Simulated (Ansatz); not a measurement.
The relaxed structure here is a generated cell of Ta2N: the first start was made by placing the elements on the sites of a structure type, and the end was not matched to a known phase here, so it may be hypothetical.

The start is a generated trial cell of Ta2N in the Fe2P structure type. Cell shape, volume and atoms are optimised at zero target pressure with r2SCAN (plane waves to 500 eV, PAW, scalar-relativistic; Ansatz, a first-principles code).

Ansatz input (later rounds restart from its end on a renewed k-mesh):
Ansatz 0.2 input:
```yaml
crystal:
  lattice:
    - [6.134768, 0, 0]
    - [-3.067384, 5.312865, 0]
    - [0, 0, 3.587748]
  atoms:
    - { symbol: Ta, position: [0.256, 0, 0] }
    - { symbol: Ta, position: [0, 0.256, 0] }
    - { symbol: Ta, position: [0.744, 0.744, 0] }
    - { symbol: Ta, position: [0.589, 0, 0.5] }
    - { symbol: Ta, position: [0, 0.589, 0.5] }
    - { symbol: Ta, position: [0.411, 0.411, 0.5] }
    - { symbol: N, position: [0, 0, 0.5] }
    - { symbol: N, position: [0.33333333, 0.66666667, 0] }
    - { symbol: N, position: [0.66666667, 0.33333333, 0] }
basis: { ecutwfc: 500, ecutrho_ratio: 4, xc_grid: 4, fft_grid_basis: typed }
kpoints: { mp_grid: { grid: [6, 6, 9] } }
hamiltonian:
  xc: r2scan
  dispersion: none
  pseudopotentials: { kind: paw }
scf: { occupations: { method: fermi_dirac, width: 0.05 } }
relax: { f_tol: 0.01, max_steps: 100, cell: { stress_tol: 0.02 } }
output: { forces: true, stress: true }
```

| Item | Result |
|---|---|
| Largest initial force | 0.36 eV/Å, on Ta4, Ta5, Ta6 (atoms numbered as listed) |
| Outcome | The space group stays P-62m (No. 189) (the run could not lower it), with 9 atoms in the primitive cell |
| Energy released | 0.31 eV/atom |
| Volume change | +0.6 %, from 12.99 to 13.07 Å³/atom |
| Shortest distances (start → end) | The closest pairs of elements (up to four, under 3.6 Å), start → end: N–Ta 2.32 → 2.25 Å; Ta–Ta 2.72 → 2.70 Å; N–N 3.54 → 3.08 Å |
| Optimiser moves | 12 |

The end point of the relaxation:

```cif
data_N3Ta6
_chemical_formula_sum 'Ta6 N3'
_space_group_name_H-M_alt 'P-62m'
_space_group_IT_number 189
_space_group_name_Hall 'P -6 -2'
_cell_length_a 6.64359
_cell_length_b 6.64359
_cell_length_c 3.07637
_cell_angle_alpha 90.000
_cell_angle_beta 90.000
_cell_angle_gamma 120.000
loop_
_atom_site_label
_atom_site_type_symbol
_atom_site_symmetry_multiplicity
_atom_site_Wyckoff_symbol
_atom_site_fract_x
_atom_site_fract_y
_atom_site_fract_z
_atom_site_occupancy
Ta1 Ta 3 f 0.00000 0.24656 0.00000 1
Ta2 Ta 3 g 0.42014 0.42014 0.50000 1
N1 N 1 b 0.00000 0.00000 0.50000 1
N2 N 2 c 0.33333 0.66667 0.00000 1
```

Final values are on a 8×8×15 k-mesh of the relaxed cell. No spin polarisation in the result. The relaxed primitive cell holds an odd number of electrons. A magnetic state may lie lower.

The run could not lose the symmetry of its start, so the end can be a saddle point.
